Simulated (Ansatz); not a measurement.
# Os (P6_3/mmc): relaxation

Method: r²SCAN, PAW on Ansatz 0.2.0's default frozen-core files (fitted under PBE), scalar-relativistic.

The cell comes from a PAW relaxation under the same functional.

Launched as:

```sh
ansatz run input.yaml --threads 1 --pin off --max-ram 2560MiB --backend cpu --events-out ev --progress --plain --runs-dir out
```

Input:

```yaml
crystal:
  lattice:
    - [2.73830196292, 0.0, 0.0]
    - [-1.36915098146, 2.37143906313, 0.0]
    - [0.0, 0.0, 4.31662898192]
  atoms:
    - { symbol: Os, position: [0.333333333333, 0.666666666667, 0.25] }
    - { symbol: Os, position: [0.666666666667, 0.333333333333, 0.75] }
kpoints:
  mp_grid: { grid: [20, 20, 12] }
scf:
  occupations: { method: fermi_dirac, width: 0.08 }
hamiltonian:
  xc: r2scan
  pseudopotentials: { kind: paw }
relax:
  f_tol: 0.002
  max_steps: 80
  cell: { p_target: 2 }
output:
  forces: true
  stress: true
```

Output (shortened where marked):

```
Warning: RAYON_NUM_THREADS=1 ignored (pool sized by the plan → 1); use --threads N
Engine: ansatz 0.2.0, aarch64-unknown-linux-gnu
Pseudopotentials: kind: paw
Pseudopotential: Os, paw, valence charge 16, recommended cutoff 500 eV (meta_gga), Os.paw.azcp
Functional definition: r2SCAN
  parameter k0 = 0.174
  parameter k1 = 0.065
  parameter a1 = 4.9479
  exchange = r2scan_x(k0 = k0, k1 = k1, a1 = a1)
  correlation = r2scan_c
Crystal: 2 atoms, lattice volume = 28.031 Å³
Basis set: ecut = 500 eV, 687 PW (Γ), exchange–correlation on 80×80×128 points (64 copies of the dense FFT grid, shifted against one another)
Bands: 20, of which v1, the nominal top of the filled ones, is band 16 counted from 1 (15 counted from 0)
Symmetry: 24 space group operations
Space group: P63/mmc (ITA 194), of the structure as read, at distance tolerance 3.0e-5 Å
k-points: 308 of 4800
Non-local potential: Os, projectors of the file, l = 0: 3, l = 1: 2, l = 2: 2, l = 3: 1
PAW form: soft (Blöchl's): semilocal exchange-correlation on the pseudo side does not see the compensation charge
PAW frozen core: Os, regenerated for the run's functional (the file was generated under x = pbe(κ = 0.804, μ = 0.2195149727645171), c = pbe(β = 0.06672455060314922))
PAW one-centre angular grid: Os, 590 points (default); XC on 160 Gauss nodes
Initial density: superposition of atomic densities (neutral atoms: chi_scale 0, normalization atom), corrected by the library's trained network
Initial wavefunctions: pseudopotential atomic-orbital guess
Functional: x = r2scan, c = r2scan; τ floored in thin density (d = 2e-4 eV/Å³)
SCF iter   1: F=—  HF=-22795.220561 eV  |F-HF|=—  |Δ(HF+E_count)|=         —  Δρ=1.06e-2  dr2=6.00e-3  dr2_τ=3.91e-2  ethr=1.77e-3  ⟨swp⟩=4.7  Hψ=24637  notcnv=0
preconditioner: auto → none  [metal: Δε(μ)=0.008 eV  Ē_g=7.146 eV  σ=0.080 eV  W_gap=0.03  n_scr=8 (ndim 8)  ℏωp=28.1 eV  f_vac=0.000  D(μ)=0.99/eV (n_scr^D=2)  sad-step TF]
[... 40 lines left out ...]
SCF iter   3: F=—  HF=-22795.277962 eV  |F-HF|=—  |Δ(HF+E_count)|=   1.56e-9  Δρ=5.82e-7  dr2=4.01e-11  dr2_τ=2.10e-11  ethr=5.22e-12  ⟨swp⟩=2.6  Hψ=10097  notcnv=0
SCF iter   4: F=-22795.277962 eV  HF=-22795.277962 eV  |F-HF|=2.18e-11  |Δ(HF+E_count)|=  1.46e-11  Δρ=2.06e-7  dr2=2.36e-12  dr2_τ=1.59e-12  ethr=1.00e-12  ⟨swp⟩=5.1  Hψ=25025  notcnv=0
SCF 4 converged in 4 iterations: F = -22795.277962 eV  dr2 = 2.36e-12
relax step   4: F+E_penalty+E_count = -22795.27796224 eV  Δ(F+E_penalty+E_count) = +8.459e-5 eV  max|allowed force component| = 1.156e-16 eV/Å  Δτ_max = 0.0000 Å  P = +1.959 GPa  Ω = 27.903 Å³  stress off target by 4.18e-2 GPa  ...
basis re-selected at this cell: Δ(F+E_penalty+E_count) = +8.459e-5 eV, ΔP = -0.002 GPa vs the last step (what re-selecting the basis moved, of the pressure what is left beyond the Pulay correction that the steps carried, after ...
SCF converged after 4 iterations
Free energy (F): -22795.277962 eV
Harris-Foulkes:  -22795.277962 eV  (|F-HF|=2.18e-11)
Internal energy: -22795.256361 eV  (E = F + TS)
E sigma→0 (E₀):  -22795.267161 eV
Entropy (-TS):   -0.021602 eV (-10.801 meV/atom)
Fermi energy:    25.934955 eV
--- Per-component energies (eV) ---
  E_band       = -161.768328
  E_kinetic    = 1126.400486
  E_local      = -1564.155316  (includes V_loc(G=0)·N_el)
  E_nonlocal   = -2.703552
  E_hartree    = 652.095480
  E_xc         = -506.221999
  E_vxc        = -628.793402  (∫ρ·V_xc dr)
  E_paw        = -18078.126707  (= ΣΔE_a)
  E_vpaw       = -433.418920  (= ΣTr[D̂ρ^β])
  E_aug_tail   = -0.000300  (compensation charges beyond the density's cutoff)
  E_vtau       = 36.711735  (kinetic-family band-sum trace: ∫τ·v_τ [+ j·A + Jᵃ·Aᵃ] dr)
  E_ewald      = -4421.774427
  E_core_change = -0.770026  (= ΣΔE_core)
  E_smearing   = -0.021602  (= −TS)
  E_closure    = 0.000000  (closes the sum)
  Σ components = -22795.277962   (vs F -22795.277962, Δ=0.00e0)
--- Forces (eV/Å), atoms counted from 1 ---
  atom   1  Os     0.00000000     0.00000000     0.00000000
  atom   2  Os     0.00000000    -0.00000000    -0.00000000
  max |Σ_I F_I| component: 3.70e-17 eV/Å
--- Stress (GPa, compression-positive) ---
        1.958220       0.000000       0.000000
       -0.000000       1.958220      -0.000000
        0.000000      -0.000000       1.959147
  P = ⅓ Tr σ = 1.9585 GPa (19.585 kbar)
--- Relaxed structure (3 steps of the walk, 2 accepted, 1 SCFs on fresh bases) ---
  F+E_penalty+E_count = -22795.27796224 eV   max|allowed force component| = 1.156e-16 eV/Å   (the final SCF, on the basis selected at the relaxed cell)
  cell:  # Å, volume = 27.9027 Å³
    - [2.7338996063876984, 3.703689180237051e-33, 1.506679245978721e-19]
    - [-1.3669498031938492, 2.3676265105280248, -7.533396229893635e-20]
    - [2.3751125287520024e-19, -5.473551312054906e-34, 4.310732941081345]
  atoms:
    - { symbol: Os, position: [0.3333333333333333, 0.6666666666666666, 0.25] }
    - { symbol: Os, position: [0.6666666666666667, 0.3333333333333333, 0.75] }
```

Self-consistency was reached.

**Relaxation**

Relaxation of a crystal by Kohn-Sham DFT from the given cell to forces under 2 meV/angstrom; pressure positive in compression.

* Volume change: -0.457 %
* Length change (a, b, c): -0.161, -0.161, -0.137 %
* Start pressure: -0.02 GPa

Keep in mind: frozen-core PAW files fitted under PBE, their cores solved anew for the functional of the run; no spin-orbit coupling on heavy atoms.

It took 54 s on 1 thread of Arm Neoverse V2, with other jobs on the host, peak memory 0.5 GiB.
